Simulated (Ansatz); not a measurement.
This cell of TiAl (CuAu type, space group P4/mmm) is off equilibrium:

```yaml
crystal:
  lattice:
    - [2.82408, 0.00000, 0.00000]
    - [0.00000, 2.82408, 0.00000]
    - [0.00000, 0.00000, 4.07063]
  atoms:
    - { symbol: Al, position: [0.50000, 0.50000, 0.50000] }
    - { symbol: Ti, position: [0.90841, 0.90841, 0.93646] }
```

The numbers are results of PBE (plane waves to 420 eV, PAW, scalar-relativistic; Ansatz, a quantum-chemistry and plane-wave program), not measurements. k mesh 13×13×9 (Γ-centred), Fermi-Dirac smearing 0.05 eV. Energies are smeared free energies. Compression counts positive. With partly filled bands, energies and forces of such displacements shift with the k mesh and the smearing. The PAW data are Ansatz's earlier set. TiAl is run without spin polarisation. TiAl was relaxed with its symmetry unable to fall.

### Question
Predict the force on every atom, in eV/Å.

### Answer
```tsv
atom	Fx	Fy	Fz
Al1	-1.405	-1.405	-2.031
Ti2	1.405	1.405	2.031
```

### Question
What is the stress tensor (GPa)?

### Answer
```
    4.6      2.7      6.0
    2.7      4.6      6.0
    6.0      6.0     10.8
```
The pressure, a third of the trace, is 6.7 GPa.

### Question
In it atom 2 sits (-0.259, -0.259, -0.259) Å away from its relaxed site. What is its energy relative to the relaxed cell?

### Answer
552 meV/cell.

(A displaced cell: forces are minus the slopes of the energy, force constants its curvatures, and phonons follow from these.)
